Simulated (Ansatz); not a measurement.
Name crystals whose computed values (DFT-r²SCAN in the program Ansatz with PAW potentials) fall in these windows: G_Hill (GPa) 160 to 200; Θ_D (K) 830 to 1000; B₀ by P(V) fit (GPa) 170 to 230.



| crystal | G_Hill (GPa) | Θ_D (K) | B₀ by P(V) fit (GPa) |
|---|---|---|---|
| SiGeC2, P-4m2 (Ge on 1c, Si on 1a, C on 2g) | 180 | 913 | 208 |
Others may fit too.

Typed or built starts, not in the databases checked: SiGeC2, P-4m2 (Ge on 1c, Si on 1a, C on 2g). The cell was relaxed under the symmetry of its start. Scalar-relativistic: spin–orbit coupling is off unless named, which matters more the heavier the elements.

Potentials: the later of the program's two PAW sets.
